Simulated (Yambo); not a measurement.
CsH: sweep of GW parameters

G0W0@LDA for CsH (CsCl type, space group Pm-3m, No. 221) in Yambo. Reference settings: 4×4×4 Γ-centred k mesh, 121 bands and a 10 Ry block in the screening, 121 bands in G with the Bruneval-Gonze terminator, plasmon pole fitted at 27.2 eV. The LDA gap R → X on this mesh is 2.30 eV; G0W0 gaps are taken between the same points.

```csv
change from the reference,G0W0 gap R → X (eV),shift of the valence edge (eV),rough Yambo cost
reference settings,4.36,-1.39,1
"20 bands in W, 20 bands in G",4.16,-0.71,about 1/4
"63 bands in W, 63 bands in G",4.32,-1.29,within a factor of two
"90 bands in W, 90 bands in G",4.35,-1.35,within a factor of two
wavefunctions cut at 10 Ry,4.36,-1.37,within a factor of two
wavefunctions cut at 20 Ry,4.36,-1.39,within a factor of two
"20 bands in W, 20 bands in G, 2 Ry block",4.10,-0.69,about 1/10
"20 bands in W, 20 bands in G, 8 Ry block",4.16,-0.71,about 1/7
"39 bands in W, 39 bands in G, 4 Ry block",4.22,-1.09,about 1/6
"39 bands in W, 39 bands in G, 6 Ry block",4.23,-1.10,about 1/6
"63 bands in W, 63 bands in G, 8 Ry block",4.31,-1.27,about 1/3
2 Ry block,4.04,-1.03,about 1/2
6×6×6 mesh,4.38,-1.42,about 5×
"39 bands in W, 39 bands in G, 4 Ry block, no terminator",4.26,-0.98,about 1/6
"20 bands in W, 20 bands in G, no terminator",4.20,-0.49,about 1/5
```

The reference isn't shown to be the converged limit. Costs are rough (shared machines), scaled to the same edge states, and given only for runs that recompute the screening.

Geometry of the Materials Project entry, not relaxed at this level; primitive cell a = 3.8184 Å, b = 3.8184 Å, c = 3.8184 Å, α = 90.00°, β = 90.00°, γ = 90.00°.

The structure is a Materials Project entry; no match was found in the copy of COD used, and its stability was not checked.

A shift is the quasiparticle energy of the state minus its LDA energy.
